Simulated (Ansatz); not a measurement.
## Telling polymorphs of HfCrAgS₄ apart by ¹⁷⁷Hf

Level of theory: DFT, r2SCAN, plane waves and PAW, scalar-relativistic, 500 eV cutoff (Ansatz 0.2.0). Q(¹⁷⁷Hf) = 3365 mb, I = 7/2. The cells come from the Materials Project (computed, not necessarily observed phases), with the atoms as given. Forces reach 0.2 eV/Å in them. Spin–orbit coupling is left out, which moves gradients at and beside heavy atoms (Hf) by some per cent and at some sites by far more.

Q: Rank the structures by their largest ¹⁷⁷Hf |C_Q|, smallest first.
A. P2, 14 atoms in the cell run; Hf sites: (1) 6 S at 2.50–2.58 Å. (2) 6 S at 2.51–2.61 Å.
B. Imma, 14 atoms in the cell run; Hf site: 6 S at 2.55 Å
C. P2/m, 14 atoms in the cell run; Hf site: 6 S at 2.50–2.59 Å

A: A (401 MHz), C (494 MHz), B (862 MHz).

In HfCrAgS4 (Imma) small gradients can still move by 0.1 × 10²¹ V/m² or more with the k-mesh.

The crystals are a selection from a larger pool of database entries, not a random sample of it.
